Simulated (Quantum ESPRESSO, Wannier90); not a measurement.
Tight-binding from DFT: KCaF$_{3}$ (cubic perovskite)

Structure: Materials Project mp-4950, symmetrised, not relaxed again. Not found in the COD (Crystallography Open Database) copy used; not checked further. Computed values, not measurements, from PBEsol: Quantum ESPRESSO (norm-conserving PseudoDojo potentials, cutoff 68 Ry, no spin polarisation, no spin-orbit coupling) on a Γ-centred 6×6×6 mesh, then Wannier90. Density: 8×8×8 mesh, cold smearing 0.01 Ry.

```
begin unit_cell_cart
ang
    4.4817300000    0.0000000000    0.0000000000
    0.0000000000    4.4817300000    0.0000000000
    0.0000000000    0.0000000000    4.4817300000
end unit_cell_cart
mp_grid = 6 6 6
```

Neighbour vectors b of the finite-difference formula (Å⁻¹), by shell:

```tsv
shell	b_x	b_y	b_z
1	0.00000	0.00000	0.23366
1	0.00000	0.23366	0.00000
1	0.23366	0.00000	0.00000
1	0.00000	0.00000	-0.23366
1	0.00000	-0.23366	0.00000
1	-0.23366	0.00000	0.00000
```

Find the weights w_b from the completeness condition Σ_b w_b b_α b_β = δ_αβ.

Shell 1: Σ b_x² = 0.109, Σ b_y² = 0.109, Σ b_z² = 0.109 Å⁻²
Each of the three diagonal sums, weighted, has to give 1 and the off-diagonal ones 0, which holds for w_1 = 9.16 Å². Check on xx: 9.16×0.109 = 1.00.

On this mesh the 12 functions of bands 3-5,12-20 (valence bands; start: sp3 on F, conv_tol = 1.0e-6) end with spreads 0.6639, 0.6639, 0.6639, 0.6639, 0.6639, 0.6639, 0.6639, 0.6639, 0.6639, 0.6639, 0.6639, 0.6639 Å², Ω_I = 7.1263 Å² and Ω_D = 0.0000 Å².

Ω_total is the sum of the spreads, 7.967 Å². Ω_OD = Ω_total − Ω_I − Ω_D = 0.841 Å². Only (Ω_D + Ω_OD)/Ω_total = 10.6 % depends on the gauge, and another start could lower the total by that share at most. The rms radius is √(Ω_total/12) = 0.81 Å.
